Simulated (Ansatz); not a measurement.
CdO (rock salt, space group No. 225) at seven volumes, PBE in the plane-wave PAW code Ansatz, scaled uniformly. One row is withheld.

| V (Å³/atom) | P (GPa) |
|---|---|
| 12.327 | 14.87 |
| 12.733 | ? |
| 13.139 | 4.13 |
| 13.546 | 0.00 |
| 13.952 | -3.46 |
| 14.359 | -6.37 |
| 14.765 | -8.82 |

Task: Fit the shown pressures and predict the withheld one.

Result: P = (3/2)B₀(x^(7/2) − x^(5/2))[1 + (3/4)(B′ − 4)(x − 1)] with x = (V₀/V)^(2/3). Least squares on the six rows gives V₀ = 13.546 Å³/atom, B₀ = 126 GPa, B′ = 4.79. At V = 12.733, x = 1.0421 and P = 9.05 GPa. The run itself gave 9.03 GPa.

Space group Fm-3m (rock salt). The cell was relaxed with PBE under the symmetry of its start. The volume moved by 25 % from the start of the relaxation.

Potentials: the later of the program's two PAW sets.
